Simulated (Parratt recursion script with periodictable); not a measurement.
**How fast does roughness lower the EUV peak of a Si/Rh multilayer on Si?**

| layer, from the top | thickness (Å) | density (g/cm³) | rms roughness of its top face (Å) | δ at 13.5 nm | β at 13.5 nm |
|---|---|---|---|---|---|
| Si (in each period) | 37.6 | 2.313 | varied | 9.927 × 10⁻⁴ | 0.001813 |
| Rh (in each period) | 30.7 | 12.398 | varied | 0.1248 | 0.03117 |
| Si (substrate) | – | 2.313 | 0 | 9.927 × 10⁻⁴ | 0.001813 |

The refractive index is n = 1 − δ + iβ; the runs take δ and β at each wavelength of the scan. Vacuum lies above.

Densities are inputs, not measurements. They were set from computed cells of the Materials Project: Si from entry mp-149 (Fd-3m, 2.313 g/cm³); Rh from entry mp-74 (Fm-3m, 12.398 g/cm³). A layer's crystal structure does not enter its constants, only its composition and density.

Method: EUV and soft X-ray reflectivity, Parratt recursion, Névot-Croce roughness, Henke tables (Parratt recursion script with periodictable 1.7.1).

Light falls at α = 6° from the surface normal. It is s-polarised. The wavelength is scanned from 12.42 to 14.58 nm in 161 evenly spaced points, without smoothing. The peak is the highest scan point; its wavelength and height come from a parabola through R at that point and its two neighbours.

The pair is repeated 60 times. The runs differ only in σ, the roughness on top of both layers of each period; the substrate's stays as listed.

```
σ (Å)  peak λ (nm)  peak R (%)
-----  -----------  ----------
0           13.177        59.8
3           13.157           ?
6           13.110        53.5
9           13.051        45.8
```

Q: Estimate the peak reflectivity at σ = 3 Å from a line of ln R against σ², and compare with the factor exp[−(2πσ/D)²] for one weak reflection.

A: With R₀ = 59.8 % of the first row, ln(R/R₀) is 0.0000 at σ² = 0, −0.1113 at σ² = 36, −0.2667 at σ² = 81 Å². A least-squares line has slope −0.00330 Å⁻² and intercept 0.0027, which gives 58.2 % at σ² = 9 Å². For D = 68.3 Å, (2π/D)² = 0.00846 Å⁻², and that slope from the first row gives 55.4 %.

The run gave 58.2 %, so the line misses by 0.0 points. The fitted slope is 0.39 of (2π/D)² in size.
